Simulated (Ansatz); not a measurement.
Relaxation of a randomly generated symmetric cell of Al2Cu (space group No. 118); 6 atoms in the cell, which starts as P-4n2 (No. 118), tP6; a = 3.9731 Å, b = 3.9731 Å, c = 6.3276 Å, α = 90.00°, β = 90.00°, γ = 90.00°. Level of theory: r2SCAN (plane waves to 500 eV, PAW, scalar-relativistic; Ansatz, a program for electronic structure). Γ-centred k-mesh 8×8×5 on the run's cell (coarser than for final values), Fermi–Dirac smearing 0.05 eV. This is the first round of the run. 

The optimiser's lines from the output (shortened; P is positive under compression):

```
relax step   1: F+E_penalty+E_count = -15418.88528592 eV  Δ(F+E_penalty+E_count) = +0.000e0 eV  max|allowed force component| = 1.766e-1 eV/Å  Δτ_max = 0.0000 Å  P = +21.579 GPa  Ω = 99.883 Å³  (9 SCF iters, dr2 threshold 1.00e-7 eV, accepted)
relax step   2: F+E_penalty+E_count = -15419.97463914 eV  Δ(F+E_penalty+E_count) = -1.089e0 eV  max|allowed force component| = 1.094e-1 eV/Å  Δτ_max = 0.0152 Å  P = +10.359 GPa  Ω = 108.933 Å³  (9 SCF iters, dr2 threshold 6.00e-7 eV, accepted)
relax step   3: F+E_penalty+E_count = -15420.47204815 eV  Δ(F+E_penalty+E_count) = -4.974e-1 eV  max|allowed force component| = 7.671e-2 eV/Å  Δτ_max = 0.0180 Å  P = +4.345 GPa  Ω = 115.057 Å³  (9 SCF iters, dr2 threshold 6.00e-7 eV, accepted)
relax step   4: F+E_penalty+E_count = -15420.70360511 eV  Δ(F+E_penalty+E_count) = -2.316e-1 eV  max|allowed force component| = 5.331e-2 eV/Å  Δτ_max = 0.0243 Å  P = +3.429 GPa  Ω = 113.796 Å³  (8 SCF iters, dr2 threshold 6.00e-7 eV, accepted)
relax step   5: F+E_penalty+E_count = -15420.82426501 eV  Δ(F+E_penalty+E_count) = -1.207e-1 eV  max|allowed force component| = 1.351e-2 eV/Å  Δτ_max = 0.0132 Å  P = +0.687 GPa  Ω = 116.793 Å³  (8 SCF iters, dr2 threshold 6.00e-7 eV, accepted)
relax step   6: F+E_penalty+E_count = -15420.83141204 eV  Δ(F+E_penalty+E_count) = -7.147e-3 eV  max|allowed force component| = 6.757e-4 eV/Å  Δτ_max = 0.0037 Å  P = +0.005 GPa  Ω = 117.679 Å³  (7 SCF iters, dr2 threshold 6.00e-7 eV, accepted)
relax step   7: F+E_penalty+E_count = -15420.83230618 eV  Δ(F+E_penalty+E_count) = -8.941e-4 eV  max|allowed force component| = 1.681e-4 eV/Å  Δτ_max = 0.0001 Å  P = +0.055 GPa  Ω = 117.374 Å³  (7 SCF iters, dr2 threshold 1.70e-7 eV, accepted)
relax step   8: F+E_penalty+E_count = -15420.83233524 eV  Δ(F+E_penalty+E_count) = -2.906e-5 eV  max|allowed force component| = 1.276e-3 eV/Å  Δτ_max = 0.0004 Å  P = -0.002 GPa  Ω = 117.441 Å³  (6 SCF iters, dr2 threshold 3.00e-8 eV, accepted)
relax step   9: F+E_penalty+E_count = -15420.84265313 eV  Δ(F+E_penalty+E_count) = -1.032e-2 eV  max|allowed force component| = 1.273e-3 eV/Å  Δτ_max = 0.0000 Å  P = +0.101 GPa  Ω = 117.441 Å³  stress off target by 2.76e-1 GPa  SCF on the basis re-selected at this cell (its energy is not comparable with the rows above)  (10 SCF iters)
relax step  10: F+E_penalty+E_count = -15420.84301589 eV  Δ(F+E_penalty+E_count) = -3.628e-4 eV  max|allowed force component| = 1.262e-4 eV/Å  Δτ_max = 0.0003 Å  P = +0.003 GPa  Ω = 117.510 Å³  (6 SCF iters, dr2 threshold 1.90e-7 eV, accepted)
relax step  11: F+E_penalty+E_count = -15420.84302711 eV  Δ(F+E_penalty+E_count) = -1.122e-5 eV  max|allowed force component| = 1.243e-4 eV/Å  Δτ_max = 0.0000 Å  P = +0.004 GPa  Ω = 117.510 Å³  stress off target by 1.72e-2 GPa  SCF on the basis re-selected at this cell (its energy is not comparable with the rows above)  (7 SCF iters)
```

From the first to the last row the energy changes by -0.33 eV/atom and the volume by +17.6 %. The last row is marked as not comparable with the walk above it, whose basis was carried along; it does compare with step 1, since both stand on a basis selected at the nominal cutoff for their own cell.

Later rounds, restarted from the end of this one on a renewed k-mesh, logged 3 more steps and released under 0.01 eV/atom more. The final structure after all rounds: P4₂/nnm, origin choice 1 (No. 134), tP6; a = 3.900 Å, b = 3.900 Å, c = 7.734 Å, α = 90.00°, β = 90.00°, γ = 90.00°. Between re-selections the logged energies stand on a plane-wave basis carried along with the cell. No spin polarisation in the result.

The run could not lose the symmetry of its start: the end is stationary, and may be a saddle point rather than a minimum.

The relaxed structure here is a generated cell of Al2Cu: the first start was made by a random draw of sites in a space group, and the end was not matched to a known phase here, so it may be hypothetical. Known forms of Al2Cu include space group No. 140.
